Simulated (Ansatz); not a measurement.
An Ansatz (a program for electronic structure) run. Input:

Ansatz 0.2 input:
```yaml
crystal:
  lattice:
    - [3.8830580666, 0.0, 0.0]
    - [0.0, 3.8830580666, 0.0]
    - [0.0, 0.0, 5.5892208037]
  atoms:
    - { symbol: Zn, position: [0.0, 0.0, 0.5] }
    - { symbol: Cd, position: [0.5, 0.5, 0.0] }
    - { symbol: S, position: [0.5, 0.0, 0.2755636262] }
    - { symbol: S, position: [0.0, 0.5, 0.7244363738] }
kpoints:
  mp_grid: { grid: [7, 7, 5] }
hamiltonian:
  xc: lda
  pseudopotentials: { kind: paw }
scf:
  occupations: { method: fixed }
elastic: { mode: relaxed_ion, stencil: two_point, amplitude: 0.005, f_tol: 0.0005 }
output: { polarization: {} }
```

Output (shortened):

```
Pseudopotential: Zn, paw, valence charge 12
Pseudopotential: Cd, paw, valence charge 20
Pseudopotential: S, paw, valence charge 6
Functional definition: SPW92
Crystal: 4 atoms, lattice volume = 84.275 Å³
Basis set: ecut = 420 eV, 1675 PW (Γ)
Bands: 27, of which v1, the nominal top of the filled ones, is band 22 counted from 1 (21 counted from 0)
Symmetry: 8 space group operations
Space group: P-4m2 (ITA 115), of the structure as read, at distance tolerance 4.4e-5 Å
k-points: 30 of 245 (time reversal used)
SCF 1 converged in 12 iterations: F = -13106.020385 eV  dr2 = 5.62e-14
Crystal: 4 atoms, lattice volume = 83.854 Å³
Basis set: ecut = 420 eV, 1667 PW (Γ)
Symmetry: 4 space group operations
k-points: 48 of 245 (time reversal used)
SCF 2 converged in 13 iterations: F = -13106.019415 eV  dr2 = 9.54e-14
relax step   1: F+E_penalty+E_count = -13106.01941503 eV  Δ(F+E_penalty+E_count) = +0.000e0 eV  max|allowed force component| = 4.314e-2 eV/Å  Δτ_max = 0.0000 Å  (13 SCF iters, accepted)
Crystal: 4 atoms, lattice volume = 83.854 Å³
SCF 3 converged in 10 iterations: F = -13106.019561 eV  dr2 = 4.74e-14
relax step   2: F+E_penalty+E_count = -13106.01956113 eV  Δ(F+E_penalty+E_count) = -1.461e-4 eV  max|allowed force component| = 2.441e-2 eV/Å  Δτ_max = 0.0023 Å  (10 SCF iters, accepted)
Crystal: 4 atoms, lattice volume = 83.854 Å³
SCF 4 converged in 10 iterations: F = -13106.019618 eV  dr2 = 4.95e-14
relax step   3: F+E_penalty+E_count = -13106.01961763 eV  Δ(F+E_penalty+E_count) = -5.650e-5 eV  max|allowed force component| = 8.424e-3 eV/Å  Δτ_max = 0.0029 Å  (10 SCF iters, accepted)
Crystal: 4 atoms, lattice volume = 83.854 Å³
SCF 5 converged in 9 iterations: F = -13106.019622 eV  dr2 = 5.37e-14
relax step   4: F+E_penalty+E_count = -13106.01962211 eV  Δ(F+E_penalty+E_count) = -4.479e-6 eV  max|allowed force component| = 7.307e-4 eV/Å  Δτ_max = 0.0008 Å  (9 SCF iters, accepted)
Crystal: 4 atoms, lattice volume = 83.854 Å³
SCF 6 converged in 7 iterations: F = -13106.019622 eV  dr2 = 4.19e-14
relax step   5: F+E_penalty+E_count = -13106.01962214 eV  Δ(F+E_penalty+E_count) = -3.144e-8 eV  max|allowed force component| = 3.651e-5 eV/Å  Δτ_max = 0.0001 Å  (7 SCF iters, accepted)
Crystal: 4 atoms, lattice volume = 83.854 Å³
SCF 7 converged in 2 iterations: F = -13106.019622 eV  dr2 = 1.84e-14
Crystal: 4 atoms, lattice volume = 84.696 Å³
SCF 8 converged in 14 iterations: F = -13106.019419 eV  dr2 = 2.16e-14
relax step   1: F+E_penalty+E_count = -13106.01941901 eV  Δ(F+E_penalty+E_count) = +0.000e0 eV  max|allowed force component| = 4.075e-2 eV/Å  Δτ_max = 0.0000 Å  (14 SCF iters, accepted)
Crystal: 4 atoms, lattice volume = 84.696 Å³
SCF 9 converged in 10 iterations: F = -13106.019553 eV  dr2 = 5.54e-14
relax step   2: F+E_penalty+E_count = -13106.01955264 eV  Δ(F+E_penalty+E_count) = -1.336e-4 eV  max|allowed force component| = 2.293e-2 eV/Å  Δτ_max = 0.0023 Å  (10 SCF iters, accepted)
Crystal: 4 atoms, lattice volume = 84.696 Å³
SCF 10 converged in 10 iterations: F = -13106.019604 eV  dr2 = 1.00e-14
relax step   3: F+E_penalty+E_count = -13106.01960396 eV  Δ(F+E_penalty+E_count) = -5.133e-5 eV  max|allowed force component| = 8.211e-3 eV/Å  Δτ_max = 0.0029 Å  (10 SCF iters, accepted)
Crystal: 4 atoms, lattice volume = 84.696 Å³
SCF 11 converged in 9 iterations: F = -13106.019608 eV  dr2 = 5.92e-14
relax step   4: F+E_penalty+E_count = -13106.01960829 eV  Δ(F+E_penalty+E_count) = -4.330e-6 eV  max|allowed force component| = 8.830e-4 eV/Å  Δτ_max = 0.0008 Å  (9 SCF iters, accepted)
Crystal: 4 atoms, lattice volume = 84.696 Å³
SCF 12 converged in 7 iterations: F = -13106.019608 eV  dr2 = 3.25e-14
relax step   5: F+E_penalty+E_count = -13106.01960836 eV  Δ(F+E_penalty+E_count) = -6.675e-8 eV  max|allowed force component| = 1.409e-6 eV/Å  Δτ_max = 0.0001 Å  (7 SCF iters, accepted)
Crystal: 4 atoms, lattice volume = 84.696 Å³
SCF 13 converged in 2 iterations: F = -13106.019608 eV  dr2 = 1.24e-14
Crystal: 4 atoms, lattice volume = 83.854 Å³
SCF 14 converged in 13 iterations: F = -13106.019701 eV  dr2 = 2.58e-14
relax step   1: F+E_penalty+E_count = -13106.01970094 eV  Δ(F+E_penalty+E_count) = +0.000e0 eV  max|allowed force component| = 8.359e-3 eV/Å  Δτ_max = 0.0000 Å  (13 SCF iters, accepted)
Crystal: 4 atoms, lattice volume = 83.854 Å³
SCF 15 converged in 8 iterations: F = -13106.019707 eV  dr2 = 1.67e-14
relax step   2: F+E_penalty+E_count = -13106.01970653 eV  Δ(F+E_penalty+E_count) = -5.587e-6 eV  max|allowed force component| = 1.792e-3 eV/Å  Δτ_max = 0.0006 Å  (8 SCF iters, accepted)
Crystal: 4 atoms, lattice volume = 83.854 Å³
SCF 16 converged in 7 iterations: F = -13106.019707 eV  dr2 = 3.22e-14
relax step   3: F+E_penalty+E_count = -13106.01970680 eV  Δ(F+E_penalty+E_count) = -2.692e-7 eV  max|allowed force component| = 1.445e-7 eV/Å  Δτ_max = 0.0002 Å  (7 SCF iters, accepted)
Crystal: 4 atoms, lattice volume = 83.854 Å³
SCF 17 converged in 2 iterations: F = -13106.019707 eV  dr2 = 1.28e-14
Crystal: 4 atoms, lattice volume = 84.696 Å³
SCF 18 converged in 13 iterations: F = -13106.019737 eV  dr2 = 1.66e-14
relax step   1: F+E_penalty+E_count = -13106.01973698 eV  Δ(F+E_penalty+E_count) = +0.000e0 eV  max|allowed force component| = 7.575e-3 eV/Å  Δτ_max = 0.0000 Å  (13 SCF iters, accepted)
Crystal: 4 atoms, lattice volume = 84.696 Å³
SCF 19 converged in 8 iterations: F = -13106.019742 eV  dr2 = 1.49e-14
relax step   2: F+E_penalty+E_count = -13106.01974166 eV  Δ(F+E_penalty+E_count) = -4.688e-6 eV  max|allowed force component| = 1.635e-3 eV/Å  Δτ_max = 0.0005 Å  (8 SCF iters, accepted)
Crystal: 4 atoms, lattice volume = 84.696 Å³
SCF 20 converged in 7 iterations: F = -13106.019742 eV  dr2 = 2.74e-14
relax step   3: F+E_penalty+E_count = -13106.01974189 eV  Δ(F+E_penalty+E_count) = -2.290e-7 eV  max|allowed force component| = 1.031e-7 eV/Å  Δτ_max = 0.0001 Å  (7 SCF iters, accepted)
Crystal: 4 atoms, lattice volume = 84.696 Å³
SCF 21 converged in 2 iterations: F = -13106.019742 eV  dr2 = 1.07e-14
Crystal: 4 atoms, lattice volume = 84.275 Å³
Symmetry: 2 space group operations
k-points: 72 of 245 (time reversal used)
SCF 22 converged in 12 iterations: F = -13106.019938 eV  dr2 = 1.26e-14
relax step   1: F+E_penalty+E_count = -13106.01993816 eV  Δ(F+E_penalty+E_count) = +0.000e0 eV  max|allowed force component| = 3.722e-2 eV/Å  Δτ_max = 0.0000 Å  (12 SCF iters, accepted)
Crystal: 4 atoms, lattice volume = 84.275 Å³
SCF 23 converged in 10 iterations: F = -13106.020081 eV  dr2 = 6.81e-15
relax step   2: F+E_penalty+E_count = -13106.02008056 eV  Δ(F+E_penalty+E_count) = -1.424e-4 eV  max|allowed force component| = 2.432e-2 eV/Å  Δτ_max = 0.0027 Å  (10 SCF iters, accepted)
Crystal: 4 atoms, lattice volume = 84.275 Å³
SCF 24 converged in 9 iterations: F = -13106.020148 eV  dr2 = 7.57e-14
relax step   3: F+E_penalty+E_count = -13106.02014764 eV  Δ(F+E_penalty+E_count) = -6.707e-5 eV  max|allowed force component| = 3.790e-3 eV/Å  Δτ_max = 0.0036 Å  (9 SCF iters, accepted)
Crystal: 4 atoms, lattice volume = 84.275 Å³
SCF 25 converged in 8 iterations: F = -13106.020149 eV  dr2 = 3.04e-14
relax step   4: F+E_penalty+E_count = -13106.02014883 eV  Δ(F+E_penalty+E_count) = -1.191e-6 eV  max|allowed force component| = 6.540e-4 eV/Å  Δτ_max = 0.0005 Å  (8 SCF iters, accepted)
Crystal: 4 atoms, lattice volume = 84.275 Å³
SCF 26 converged in 7 iterations: F = -13106.020149 eV  dr2 = 6.32e-14
relax step   5: F+E_penalty+E_count = -13106.02014890 eV  Δ(F+E_penalty+E_count) = -7.273e-8 eV  max|allowed force component| = 1.580e-4 eV/Å  Δτ_max = 0.0001 Å  (7 SCF iters, accepted)
Crystal: 4 atoms, lattice volume = 84.275 Å³
SCF 27 converged in 2 iterations: F = -13106.020149 eV  dr2 = 2.61e-14
Crystal: 4 atoms, lattice volume = 84.275 Å³
SCF 28 converged in 12 iterations: F = -13106.019938 eV  dr2 = 1.45e-14
relax step   1: F+E_penalty+E_count = -13106.01993816 eV  Δ(F+E_penalty+E_count) = +0.000e0 eV  max|allowed force component| = 3.722e-2 eV/Å  Δτ_max = 0.0000 Å  (12 SCF iters, accepted)
Crystal: 4 atoms, lattice volume = 84.275 Å³
SCF 29 converged in 10 iterations: F = -13106.020081 eV  dr2 = 6.38e-15
relax step   2: F+E_penalty+E_count = -13106.02008056 eV  Δ(F+E_penalty+E_count) = -1.424e-4 eV  max|allowed force component| = 2.432e-2 eV/Å  Δτ_max = 0.0027 Å  (10 SCF iters, accepted)
Crystal: 4 atoms, lattice volume = 84.275 Å³
SCF 30 converged in 9 iterations: F = -13106.020148 eV  dr2 = 7.48e-14
relax step   3: F+E_penalty+E_count = -13106.02014764 eV  Δ(F+E_penalty+E_count) = -6.707e-5 eV  max|allowed force component| = 3.790e-3 eV/Å  Δτ_max = 0.0036 Å  (9 SCF iters, accepted)
Crystal: 4 atoms, lattice volume = 84.275 Å³
SCF 31 converged in 8 iterations: F = -13106.020149 eV  dr2 = 3.07e-14
relax step   4: F+E_penalty+E_count = -13106.02014883 eV  Δ(F+E_penalty+E_count) = -1.191e-6 eV  max|allowed force component| = 6.540e-4 eV/Å  Δτ_max = 0.0005 Å  (8 SCF iters, accepted)
Crystal: 4 atoms, lattice volume = 84.275 Å³
SCF 32 converged in 7 iterations: F = -13106.020149 eV  dr2 = 6.30e-14
relax step   5: F+E_penalty+E_count = -13106.02014890 eV  Δ(F+E_penalty+E_count) = -7.273e-8 eV  max|allowed force component| = 1.580e-4 eV/Å  Δτ_max = 0.0001 Å  (7 SCF iters, accepted)
Crystal: 4 atoms, lattice volume = 84.275 Å³
SCF 33 converged in 2 iterations: F = -13106.020149 eV  dr2 = 2.61e-14
Crystal: 4 atoms, lattice volume = 84.275 Å³
SCF 34 converged in 10 iterations: F = -13106.020290 eV  dr2 = 5.68e-14
relax step   1: F+E_penalty+E_count = -13106.02028955 eV  Δ(F+E_penalty+E_count) = +0.000e0 eV  max|allowed force component| = 2.161e-4 eV/Å  Δτ_max = 0.0000 Å  (10 SCF iters, accepted)
Crystal: 4 atoms, lattice volume = 84.275 Å³
SCF 35 converged in 2 iterations: F = -13106.020290 eV  dr2 = 1.88e-14
Crystal: 4 atoms, lattice volume = 84.275 Å³
SCF 36 converged in 10 iterations: F = -13106.020290 eV  dr2 = 5.22e-14
relax step   1: F+E_penalty+E_count = -13106.02028955 eV  Δ(F+E_penalty+E_count) = +0.000e0 eV  max|allowed force component| = 2.161e-4 eV/Å  Δτ_max = 0.0000 Å  (10 SCF iters, accepted)
Crystal: 4 atoms, lattice volume = 84.275 Å³
SCF 37 converged in 2 iterations: F = -13106.020290 eV  dr2 = 1.87e-14
SCF converged after 12 iterations
Free energy (F): -13106.020385 eV
Harris-Foulkes:  -13106.020385 eV  (|F-HF|=3.64e-12)
Internal energy: -13106.020385 eV  (E = F + TS)
E sigma→0 (E₀):  -13106.020385 eV
Fermi energy:    6.952468 eV
--- Per-component energies (eV) ---
  E_band       = -490.402781
  E_kinetic    = 853.072824
  E_local      = -5986.497687  (includes V_loc(G=0)·N_el)
  E_nonlocal   = 716.593973
  E_hartree    = 2664.052357
  E_xc         = -504.448826
  E_vxc        = -451.573254  (∫ρ·V_xc dr)
  E_paw        = -6841.213764  (= ΣΔE_a)
  E_vpaw       = -950.103005  (= ΣTr[D̂ρ^β])
  E_aug_tail   = -0.000353  (compensation charges beyond the density's cutoff)
  E_ewald      = -4010.209013
  E_core_change = 2.630105  (= ΣΔE_core)
  E_smearing   =  0.000000  (= −TS)
  E_closure    = 0.000000  (closes the sum)
  Σ components = -13106.020385   (vs F -13106.020385, Δ=0.00e0)
--- Forces (eV/Å), atoms counted from 1 ---
  atom   1  Zn     0.00000000     0.00000000     0.00000000
  atom   2  Cd     0.00000000     0.00000000     0.00000000
  atom   3  S      0.00000000     0.00000000     0.00024580
  atom   4  S      0.00000000     0.00000000    -0.00024580
  max |Σ_I F_I| component: 2.08e-17 eV/Å
--- Stress (GPa, compression-positive) ---
       -0.005186       0.000000       0.000000
        0.000000      -0.005186       0.000000
        0.000000       0.000000       0.006082
  P = ⅓ Tr σ = -0.0014 GPa (-0.014 kbar)
--- Band table (eV; the first three rows and the last of 30) ---
  k-point 0: bands = ["-94.3747", "-55.5344", "-55.5344", "-55.5097", "-6.1814", "-5.1313", "-0.9177", "-0.9177", "-0.7801", "-0.7544", "-0.4831", "0.4710", "0.4710", "0.5449", "0.7986", "0.8339", "2.2707", "4.6288", "4.6288", "6.7583", "6.9525", "6.9525", …
  k-point 1: bands = ["-94.3747", "-55.5344", "-55.5344", "-55.5097", "-6.1044", "-5.2223", "-0.9169", "-0.9169", "-0.8770", "-0.7169", "-0.4826", "0.4546", "0.4546", "0.4841", "0.7262", "0.8333", "2.7290", "4.8012", "4.8012", "5.9851", "6.6916", "6.6916", …
  k-point 2: bands = ["-94.3747", "-55.5344", "-55.5344", "-55.5097", "-5.9253", "-5.4245", "-0.9847", "-0.9156", "-0.9156", "-0.6999", "-0.4818", "0.3937", "0.4287", "0.4287", "0.6841", "0.8324", "3.7004", "4.8300", "5.2280", "5.2280", "6.1352", "6.1352", …
  k-point 29: bands = ["-94.3747", "-55.5352", "-55.5352", "-55.5096", "-5.1955", "-5.1653", "-0.7947", "-0.6616", "-0.6155", "-0.4502", "-0.4465", "0.5739", "0.5784", "0.7546", "0.9272", "1.0177", "1.9203", "2.8280", "3.8646", "4.1079", "4.5822", "4.8412", …
--- Elastic constants: 4 strain directions × 2 members + reference (group order 8) ---
  dense FFT box of the reference and of every strained cell: 27×27×40
  strains applied: 11, 33, 23, 12; error gains …
  C = ∂σ_k/∂η_j (tension-positive GPa; Voigt order 11 22 33 23 13 12):
       117.608     42.551     66.691      0.000      0.000      0.000
        42.551    117.608     66.691      0.000      0.000      0.000
        66.701     66.701    100.722      0.000      0.000      0.000
         0.000      0.000      0.000     36.454      0.000      0.000
         0.000      0.000      0.000      0.000     36.454      0.000
         0.000      0.000      0.000      0.000      0.000     14.998
  reference stress σ⁰ (GPa):      0.005      0.005     -0.006      0.000      0.000      0.000
  moduli (Voigt/Reuss/Hill, GPa): K = 76.42/76.30/76.36   G = 28.25/23.63/25.94   E = 69.91   ν = 0.347
  mechanically stable: yes (min eigenvalue of sym C = 15.00 GPa)
  e, the proper piezoelectric tensor (elastic.mode: relaxed_ion; C/m²; rows x y z; Voigt order 11 22 33 23 13 12):
       0.00000    0.00000    0.00000    0.00000   -0.25419    0.00000
       0.00000    0.00000    0.00000    0.25419    0.00000    0.00000
      -0.20822    0.20822    0.00000    0.00000    0.00000    0.00000
  ±, each entry's uncertainty from the finite density of the strings (C/m²), an estimate: the size of the correction for it that the entry includes:
       0.00000    0.00000    0.00000    0.00000    0.00398    0.00000
       0.00000    0.00000    0.00000    0.00398    0.00000    0.00000
       0.00550    0.00550    0.00000    0.00000    0.00000    0.00000
  strain η (Voigt 11):  stress-route row diagonal C_11 = 117.61 GPa, energy-path curvature d²(F+E_count+ΔE)/dδ²/Ω₀ = 117.64 GPa
         δ    σ_11 (GPa)             F (eV)   n_scf  n_hpsi   n_pw
    -5.000e-3      -0.5875      -13106.0196221       2   10039   1667   relax 5 steps, max|allowed force component| 3.65e-5 eV/Å
     5.000e-3       0.5886      -13106.0196084       2    9957   1675   relax 5 steps, max|allowed force component| 1.41e-6 eV/Å
  strain η (Voigt 33):  stress-route row diagonal C_33 = 100.72 GPa, energy-path curvature d²(F+E_count+ΔE)/dδ²/Ω₀ = 100.74 GPa
         δ    σ_33 (GPa)             F (eV)   n_scf  n_hpsi   n_pw
    -5.000e-3      -0.5122      -13106.0197068       2    6247   1675   relax 3 steps, max|allowed force component| 1.44e-7 eV/Å
     5.000e-3       0.4951      -13106.0197419       2    6276   1691   relax 3 steps, max|allowed force component| 1.03e-7 eV/Å
  strain η (Voigt 23):  stress-route row diagonal C_44 = 36.45 GPa, energy-path curvature d²(F+E_count+ΔE)/dδ²/Ω₀ = 36.46 GPa
         δ    σ_23 (GPa)             F (eV)   n_scf  n_hpsi   n_pw
    -5.000e-3      -0.1823      -13106.0201489       2   15098   1675   relax 5 steps, max|allowed force component| 1.58e-4 eV/Å
     5.000e-3       0.1823      -13106.0201489       2   15081   1675   relax 5 steps, max|allowed force component| 1.58e-4 eV/Å
  strain η (Voigt 12):  stress-route row diagonal C_66 = 15.00 GPa, energy-path curvature d²(F+E_count+ΔE)/dδ²/Ω₀ = 15.00 GPa
         δ    σ_12 (GPa)             F (eV)   n_scf  n_hpsi   n_pw
    -5.000e-3      -0.0750      -13106.0202896       2   10022   1675   relax 1 steps, max|allowed force component| 2.16e-4 eV/Å
     5.000e-3       0.0750      -13106.0202896       2   10062   1675   relax 1 steps, max|allowed force component| 2.16e-4 eV/Å
--- Formal polarisation (Berry phase): one branch of a lattice of values; only differences between neighbouring runs are physical ---
  axis  mesh            electronic          ionic      p = total  spread (rad)  least overlap  resolved gap  δp at fixed H ≤   (phases in cycles; p mod 2 …
  b1    7×7×5           1.00000000    13.00000000    14.00000000      0.000000         0.8646        1.3559           4.4e-6
  b2    7×7×5          -1.00000000    13.00000000    12.00000000      0.000000         0.8646        1.3559           4.4e-6
  b3    7×7×5           1.00000000    12.00000000    13.00000000      0.254953         0.8745        1.3559           3.3e-6
  quantum along a1:   0.09215202 e/Å² =   147.643808 µC/cm²
  quantum along a2:   0.09215202 e/Å² =   147.643808 µC/cm²
  quantum along a3:   0.13264236 e/Å² =   212.516483 µC/cm²
  P = (  0.64506412,   0.55291210,   0.86217531) e/Å² = ( 1033.506655,   885.862847,  1381.357138) µC/cm²  (mod the quanta)
```

Cost: roughly 11 core-minutes on shared cores.

The first step of the workflow began from a Materials Project structure, measured or hypothetical; the Crystallography Open Database copy checked does not list it. Its standing as an ambient phase is unchecked. Symmetry was held in the LDA relaxation; of distortions, only those at the zone centre were tested. Scalar-relativistic: spin–orbit coupling is off unless named, which matters more the heavier the elements.

Potentials: the later of the program's two PAW sets.

Ansatz is a plane-wave DFT program.
